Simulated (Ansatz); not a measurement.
Rb$_{2}$NaAlF$_{6}$:
```
CELL_PARAMETERS angstrom
      0.00000     4.13593     4.13593
      4.13593     0.00000     4.13593
      4.13593     4.13593     0.00000
ATOMIC_POSITIONS crystal
  Rb 0.75000 0.75000 0.75000
  Rb 0.25000 0.25000 0.25000
  Na 0.50000 0.50000 0.50000
  Al 0.00000 0.00000 0.00000
  F  0.77950 0.22050 0.22050
  F  0.22050 0.77950 0.77950
  F  0.22050 0.77950 0.22050
  F  0.77950 0.22050 0.77950
  F  0.22050 0.22050 0.77950
  F  0.77950 0.77950 0.22050
```

Relaxed with r²SCAN. Special points in fractions of this cell's reciprocal vectors: Γ (0.000, 0.000, 0.000); X (0.500, 0.000, 0.500); U (0.625, 0.250, 0.625); K (0.375, 0.375, 0.750); L (0.500, 0.500, 0.500); W (0.500, 0.250, 0.750).

Q: List the band energies nearest the valence-band maximum at these points for DFT-r²SCAN in the program Ansatz with PAW potentials.

A: In eV from the valence-band maximum; about four levels below and three above (degenerate sets whole), none deeper than 8.9 eV; points with the same levels are listed once.

```csv
k,below,above
Γ,-0.36 -0.36 -0.36 0.00 0.00 0.00,8.15 10.44 10.44
X,-0.54 -0.54 -0.31 -0.31 -0.02,10.63 10.90 11.40
U,-0.52 -0.27 -0.25 -0.07,10.89 11.01 11.47
L,-0.45 -0.45 -0.15 -0.15 -0.13,10.25 10.61 11.77 11.77
W,-0.56 -0.32 -0.15 -0.15,10.99 11.27 11.27
```

Space group Fm-3m. The workflow started from a Materials Project entry (that database holds measured and hypothetical structures alike); the Crystallography Open Database copy checked does not list it. Its standing as an ambient phase is unchecked. Symmetry was held in the r²SCAN relaxation; its stability against distortions is not shown here. Spin–orbit coupling is left out wherever it is not named.

Potentials: the later of the program's two PAW sets.
